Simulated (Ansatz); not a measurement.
# Moving the pressure in HfB

The cell as given:

```cif
data_structure
_symmetry_space_group_name_H-M 'Fm-3m'
_symmetry_Int_Tables_number 225
_cell_length_a 4.6200
_cell_length_b 4.6200
_cell_length_c 4.6200
_cell_angle_alpha 90.000
_cell_angle_beta 90.000
_cell_angle_gamma 90.000
_cell_volume 98.61
loop_
_atom_site_label
_atom_site_type_symbol
_atom_site_symmetry_multiplicity
_atom_site_Wyckoff_symbol
_atom_site_fract_x
_atom_site_fract_y
_atom_site_fract_z
_atom_site_occupancy
Hf1 Hf 4 b 0.50000 0.00000 0.00000 1
B1 B 4 a 0.00000 0.00000 0.00000 1
```

Kept alike: task relaxation of cell and atoms; functional r2SCAN; k mesh 10 × 10 × 10; occupations fermi-dirac, width 0.05 eV; no spin polarisation. Program: Ansatz, Ansatz PAW, cutoff 500 eV. The mesh is that of the run's cell of 2 atoms. No spin-orbit coupling.

| run | volume (Å³/atom) |
| --- | --- |
| A | 13.895 |
| B | 14.054 |
| C | 13.337 |
| D | 12.276 |
| E | 13.675 |
| F | 12.757 |

The relaxations keep at least the cell's symmetry (Fm-3m). For a metal such a mesh leaves the last digits unconverged. The runs follow the start's structure, whether or not it is the stable one at these pressures. P is the pressure aimed at, which the runs meet within some hundredths to tenths of a GPa. All rows use potentials made for PBE.

Task: The runs differ in the pressure alone: 0; 2; 5; 10; 20; 30 GPa. Which run is which?

Result: Run A is 2 GPa; run B is 0 GPa; run C is 10 GPa; run D is 30 GPa; run E is 5 GPa; run F is 20 GPa. The volume falls from 14.054 to 12.276 Å³/atom between 0 and 30 GPa. The volume falls ever more slowly, since the solid stiffens under load. At the pressures aimed at, which the runs meet within some tenths of a GPa, the step from 0 to 5 GPa gives a mean bulk modulus near 183 GPa, the last step 260 GPa.
